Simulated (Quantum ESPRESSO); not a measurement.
# Band energies of Ba2MgWO6

```
Ba2MgWO6
1.0
    0.00000     4.11818     4.11818
    4.11818     0.00000     4.11818
    4.11818     4.11818     0.00000
O Mg Ba W
6 1 2 1
Direct
  0.76132   0.76132   0.23868
  0.23868   0.23868   0.76132
  0.23868   0.76132   0.76132
  0.76132   0.23868   0.23868
  0.76132   0.23868   0.76132
  0.23868   0.76132   0.23868
  0.50000   0.50000   0.50000
  0.75000   0.75000   0.75000
  0.25000   0.25000   0.25000
  0.00000   0.00000   0.00000
```

PBEsol (pw.x of Quantum ESPRESSO, ONCV potentials, without SOC); path ΓXWKΓLUWLK,UX; energies in eV from the valence-band maximum.

```csv
k (1/Å),point,band 36,band 37,band 38,band 39,band 40,band 41,band 42,band 43
0.00,Γ,-0.32,-0.32,0.00,0.00,0.00,3.00,3.00,3.00
0.19,,-0.42,-0.42,-0.11,-0.11,-0.01,2.96,3.14,3.14
0.38,,-0.64,-0.64,-0.37,-0.37,-0.02,2.86,3.44,3.44
0.76,X,-0.96,-0.96,-0.78,-0.78,-0.05,2.73,3.79,3.79
0.76,W,-1.15,-1.10,-0.91,-0.39,-0.39,3.26,3.26,3.79
1.03,K,-0.98,-0.81,-0.78,-0.74,-0.20,2.99,3.61,3.67
1.23,,-1.02,-0.67,-0.54,-0.48,-0.39,3.23,3.37,3.48
1.44,,-0.72,-0.57,-0.33,-0.30,-0.21,3.15,3.27,3.28
1.84,Γ,-0.32,-0.32,0.00,0.00,0.00,3.00,3.00,3.00
2.01,,-0.36,-0.36,-0.07,-0.07,-0.04,3.04,3.07,3.07
2.34,,-0.55,-0.55,-0.43,-0.43,-0.29,3.19,3.28,3.28
2.50,L,-0.57,-0.57,-0.54,-0.54,-0.38,3.23,3.31,3.31
2.97,U,-0.98,-0.81,-0.78,-0.74,-0.20,2.99,3.61,3.67
2.97,W,-1.15,-1.10,-0.91,-0.39,-0.39,3.26,3.26,3.79
3.24,,-0.92,-0.72,-0.69,-0.45,-0.39,3.25,3.28,3.56
3.37,,-0.66,-0.60,-0.58,-0.52,-0.39,3.24,3.30,3.38
3.51,L,-0.57,-0.57,-0.54,-0.54,-0.38,3.23,3.31,3.31
3.63,,-0.64,-0.58,-0.57,-0.53,-0.38,3.23,3.32,3.36
3.74,,-0.87,-0.65,-0.62,-0.56,-0.35,3.18,3.40,3.47
3.98,K,-0.98,-0.81,-0.78,-0.74,-0.20,2.99,3.61,3.67
3.98,U,-0.98,-0.81,-0.78,-0.74,-0.20,2.99,3.61,3.67
4.25,X,-0.96,-0.96,-0.78,-0.78,-0.05,2.73,3.79,3.79
```

The PBEsol gap is indirect, 2.73 eV, from Γ to X; the smallest direct gap is 2.78 eV.

Spin-orbit coupling is left out, which matters for elements this heavy: edges can move by tenths of an eV.

Geometry of the Materials Project entry, not relaxed at this level.
